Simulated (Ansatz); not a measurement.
Task: Name crystals whose computed values (r²SCAN in the plane-wave PAW code Ansatz) fall in these windows: G_Hill (GPa) 110 to 140; B₀ by P(V) fit (GPa) 210 to 300; Θ_D (K) 460 to 570.

Result: 

```json
[
 {"crystal": "GaMo3N, anti-perovskite", "G_Hill (GPa)": "121", "B₀ by P(V) fit (GPa)": "258", "Θ_D (K)": "508"},
 {"crystal": "AlRh, CsCl type", "G_Hill (GPa)": "111", "B₀ by P(V) fit (GPa)": "215", "Θ_D (K)": "517"},
 {"crystal": "AlRu, CsCl type", "G_Hill (GPa)": "118", "B₀ by P(V) fit (GPa)": "221", "Θ_D (K)": "537"},
 {"crystal": "Mo, bcc (W type)", "G_Hill (GPa)": "127", "B₀ by P(V) fit (GPa)": "272", "Θ_D (K)": "469"}
]
```
Others may fit too.

Built on a structure type that need not be the filed one of that space group: AlRh, CsCl type. Typed or built starts, not in the databases checked: GaMo3N, anti-perovskite. Standing as an ambient phase not checked: AlRh, CsCl type. Began spin-polarised and lost the moments: GaMo3N, anti-perovskite. All cells were relaxed under the symmetry of their starts (and spin orders); stability against distortions was not tested throughout. Rows with no word on spin ran without spin polarisation. Spin–orbit coupling is left out wherever it is not named.

Potentials: the earlier of the program's two PAW sets.
